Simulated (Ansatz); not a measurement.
Cu Kα1 powder pattern (kinematic, no thermal factors).
| 2θ (°) | relative intensity |
| --- | --- |
| 13.86 | 7 |
| 15.18 | 17 |
| 20.61 | 18 |
| 26.46 | 100 |
| 27.92 | 55 |
| 29.98 | 63 |
| 30.64 | 4 |
| 31.93 | 6 |
| 33.77 | 5 |
| 38.84 | 35 |
| 40.92 | 3 |
| 41.93 | 3 |
| 43.41 | 5 |
| 45.32 | 2 |
| 46.70 | 74 |
| 48.95 | 2 |
| 50.27 | 4 |
| 50.70 | 74 |
| 53.24 | 1 |
| 54.48 | 12 |
| 55.29 | 44 |
| 56.50 | 10 |
| 56.90 | 1 |
| 58.87 | 2 |
| 60.41 | 2 |
| 62.31 | 8 |
| 64.55 | 2 |
| 71.39 | 26 |
| 72.09 | 1 |
| 73.14 | 1 |
| 73.49 | 1 |
| 74.52 | 9 |
| 76.25 | 8 |
| 80.34 | 19 |
| 81.35 | 8 |
| 86.71 | 12 |
| 89.72 | 29 |

The pattern is computed from a structure relaxed with Ansatz, DFT PBE, scalar-relativistic, plane waves, PAW. No spin polarisation. Its elements are Al, Ga, P.

Problem. Give the structure.

Solution. Al$_{5}$GaP$_{6}$.
Space group P31m (No. 157). a = 6.732 Å, b = 6.732 Å, c = 6.386 Å, α = 90.00°, β = 90.00°, γ = 120.00°
```json
{"atom": "Al", "site": "3c", "symmetry": "..m", "x": "0.3335", "y": "0.3335", "z": "0.9999"}
{"atom": "Al", "site": "2b", "symmetry": "3..", "x": "0.6667", "y": "0.3333", "z": "0.5001"}
{"atom": "Ga", "site": "1a", "symmetry": "3.m", "x": "0.0000", "y": "0.0000", "z": "0.5012"}
{"atom": "P", "site": "3c", "symmetry": "..m", "x": "0.3337", "y": "0.3337", "z": "0.3745"}
{"atom": "P", "site": "2b", "symmetry": "3..", "x": "0.6667", "y": "0.3333", "z": "0.8746"}
{"atom": "P", "site": "1a", "symmetry": "3.m", "x": "0.0000", "y": "0.0000", "z": "0.8764"}
```

A pattern alone doesn't exclude other cells with like lines; this is the one computed.

The cell was found from a structure generator's guess, not taken from experiment.
